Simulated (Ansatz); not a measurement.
Crystals of one structure type (zinc blende) and one family of elements, relaxed and computed with plane-wave PAW r²SCAN (Ansatz code).

| crystal | V (Å³/atom) | K_Hill (GPa) |
|---|---|---|
| GaN | 11.37 | 197 |
| BP | 11.67 | 170 |
| BAs | 13.68 | ? |
| BiB | 20.68 | 80.2 |

Problem. Fit a straight line to ln K against ln V and predict the withheld value.

Solution. Least squares on the 3 shown rows: ln K = -1.42 × ln V + (8.682), with a scatter of 5 %. For BAs this gives 144. The run itself gave 141, within the scatter.

Constructed cells (a structure type filled with these elements, in neither database checked): BiB, zinc blende. All cells were relaxed under the symmetry of their starts (and spin orders); stability against distortions was not tested throughout. Spin–orbit coupling is left out wherever it is not named.

Potentials: the later of the program's two PAW sets.
